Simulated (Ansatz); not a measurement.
Consider the following.

Co₃O₄:
```cif
data_Co6O8
_chemical_formula_sum 'Co6 O8'
_space_group_name_H-M_alt 'P 1'
_space_group_IT_number 1
_cell_length_a 5.68634
_cell_length_b 5.68634
_cell_length_c 5.68634
_cell_angle_alpha 60.000
_cell_angle_beta 60.000
_cell_angle_gamma 60.000
loop_
_space_group_symop_operation_xyz
  'x, y, z'
loop_
_atom_site_label
_atom_site_type_symbol
_atom_site_fract_x
_atom_site_fract_y
_atom_site_fract_z
_atom_site_occupancy
Co1 Co 0.37500 0.87500 0.87500 1
Co2 Co 0.87500 0.87500 0.87500 1
Co3 Co 0.87500 0.87500 0.37500 1
Co4 Co 0.87500 0.37500 0.87500 1
Co5 Co 0.25000 0.25000 0.25000 1
Co6 Co 0.50000 0.50000 0.50000 1
O1 O 0.63830 0.63830 0.08510 1
O2 O 0.11170 0.66490 0.11170 1
O3 O 0.08510 0.63830 0.63830 1
O4 O 0.11170 0.11170 0.11170 1
O5 O 0.63830 0.08510 0.63830 1
O6 O 0.11170 0.11170 0.66490 1
O7 O 0.63830 0.63830 0.63830 1
O8 O 0.66490 0.11170 0.11170 1
```
The run is spin-polarised.

This is the r²SCAN-relaxed structure.

Question: All from plane-wave PAW r²SCAN (Ansatz code), unless another level is named. Predict the magnetic order.

Answer: antiferromagnetic.

Question: And the Bader charges?

Answer: Co +1.36 to +1.47, O -1.07 e.

Space group Fd-3m. The workflow started from a Materials Project entry (that database holds measured and hypothetical structures alike); the Crystallography Open Database files this formula in space group No. 227, but the cells were not matched. Whether it is the stable phase at ambient conditions was not checked. The cell was relaxed with r²SCAN under the symmetry of its start, as lowered by the spin order; its stability against distortions is not shown here. Magnetic state: antiferromagnetic, chosen from 2 collinear starts compared on coarse meshes (ties went to the first, and starts can fall back to one state), not a proven ground state. Other orbital occupations within this spin state were not tried. No Hubbard U is applied.

Potentials: the later of the program's two PAW sets.
